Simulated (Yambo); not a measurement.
Yambo run on PbF2 (fluorite, space group Fm-3m, No. 225). The wavefunctions come from this Quantum ESPRESSO step (PBE, PseudoDojo stringent norm-conserving files, scalar-relativistic):

```
&CONTROL
  calculation = 'nscf'
  pseudo_dir = './pseudo'
  outdir = './out'
/
&SYSTEM
  ibrav = 0
  nat = 3
  ntyp = 2
  ecutwfc = 88.0
  ecutrho = 352.0
  occupations = 'fixed'
  force_symmorphic = .true.
  nbnd = 233
/
&ELECTRONS
  conv_thr = 3.0000000000000004e-09
  diago_full_acc = .true.
  diago_thr_init = 1e-08
/
ATOMIC_SPECIES
F 18.9984 F.upf
Pb 207.2000 Pb.upf
CELL_PARAMETERS angstrom
  0.000000000000   2.946661353000   2.946661353000
  2.946661353000   0.000000000000   2.946661353000
  2.946661353000   2.946661353000   0.000000000000
ATOMIC_POSITIONS crystal
F   0.750000000000   0.750000000000   0.750000000000
F   0.250000000000   0.250000000000   0.250000000000
Pb   0.000000000000   0.000000000000   0.000000000000
K_POINTS automatic
4 4 4 0 0 0
```

Yambo input:

```
rim_cut
gw0
dyson
el_el_corr
HF_and_locXC
ppa
em1d
RandQpts= 1000000
RandGvec= 1 Ry
EXXRLvcs= 88 Ry
VXCRLvcs= 352 Ry
Chimod= "HARTREE"
% BndsRnXp
 5 | 231 |
%
NGsBlkXp= 15 Ry
% LongDrXp
 1.0 | 1.0 | 1.0 |
%
PPAPntXp= 27.2114 eV
% GbndRnge
 1 | 231 |
%
GTermKind= "BG"
DysSolver= "n"
ExtendOut
% QPkrange
 1 | 1 | 18 | 19 |
 3 | 3 | 18 | 19 |
 7 | 7 | 18 | 19 |
 8 | 8 | 18 | 19 |
%
```

k points by index: 1 = Γ, 3 = L, 7 = X, 8 = W.

Table of the .qp output:

```
#    K-point    Band    Eo [eV]    E [eV]    E-Eo [eV]    Vxc [eV]    Vnlxc [eV]    Sc|Eo [eV]    Sc|E [eV]    dSc/dw|Eo [eV]    Re(Z)    Im(Z)
#
    1    18    -2.086738    -3.552061    -1.465324    -21.85858    -29.34409    5.568947    6.020186    -8.379006    0.764570    -0.857488E-3
    1    19    6.813703    7.684519    0.870817    -11.33998    -6.670765    -3.652529    -3.798393    -4.557784    0.856534    -0.409810E-3
    3    18    -0.045553    -1.278669    -1.233115    -21.57784    -26.63093    3.502471    3.819980    -7.005904    0.795251    -0.001172
    3    19    5.037099    5.763661    0.726563    -13.57139    -9.994231    -2.716161    -2.850592    -5.034410    0.843873    -0.749528E-3
    7    18    -0.147334    -1.458653    -1.311319    -20.02585    -24.49096    2.839130    3.153796    -6.529195    0.806487    -0.001113
    7    19    4.440624    5.082195    0.641571    -11.25536    -7.256937    -3.252569    -3.356853    -4.422581    0.860194    -0.806112E-3
    8    18    0.000000    -1.266358    -1.266358    -20.64046    -25.19389    2.977033    3.287073    -6.661598    0.803334    -0.001123
    8    19    6.104219    7.006932    0.902713    -13.43648    -9.195528    -3.174650    -3.338234    -4.930814    0.846593    -0.663070E-3
```
(The two width columns are left out.) Convergence of these settings isn't established.

Spin-orbit coupling is not included.

Geometry relaxed with PBEsol.
